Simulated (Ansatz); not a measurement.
Field gradients of SiB₆ from run to run

Cell of run 1: a structure deposited in the COD.

Space group Pm-3m (No. 221); a = 4.1300 Å.

```
site  Wyckoff  site symmetry       x       y       z
  Si       1a           m-3m  0.0000  0.0000  0.0000
   B       6f           4m.m  0.2100  0.5000  0.5000
```

One atom of each set is listed.

Relaxed positions (PBE, cell held):

Si (0.0000, 0.0000, 0.0000)
B (0.2002, 0.5000, 0.5000)

All runs are DFT with Ansatz 0.2.0 (plane waves and PAW, scalar-relativistic unless spin–orbit coupling is named, Γ-centred meshes, Fermi–Dirac smearing where given) in this cell.

Run 1: PBE, atoms as given; 420 eV, 7×7×7 k-points, smearing 0.05 eV.
Run 2: PBE, atoms relaxed; 420 eV, 7×7×7 k-points, smearing 0.05 eV.
Run 3: r2SCAN, at the relaxed atoms; 500 eV, 7×7×7 k-points, smearing 0.05 eV.

```tsv
run	B V_zz (η)
1	-1.23 (0.00)
2	-1.61 (0.00)
3	?
```

V_zz in 10²¹ V/m²; 1 of the 2 sets of like atoms are followed.

Problem. Estimate the row of run 3.

Solution. B: -1.64 (0.00). It lies nearest to run 2, from whose tensors on these sites it differs by 0.03 at most (largest principal value of the difference, on B). Taken one at a time, the positions of the atoms (as given or relaxed) move the tensors on these sites by up to 0.38 (largest principal value of the change, on B), the functional (r2SCAN with its higher cutoff) by 0.03 (B).

In runs 1, 2, 3 the gap is small for the k-mesh or the smearing, and small gradients can still move by 0.1 × 10²¹ V/m² or more. In run 1 the atoms aren't at the calculated equilibrium (largest force 2.7 eV/Å).
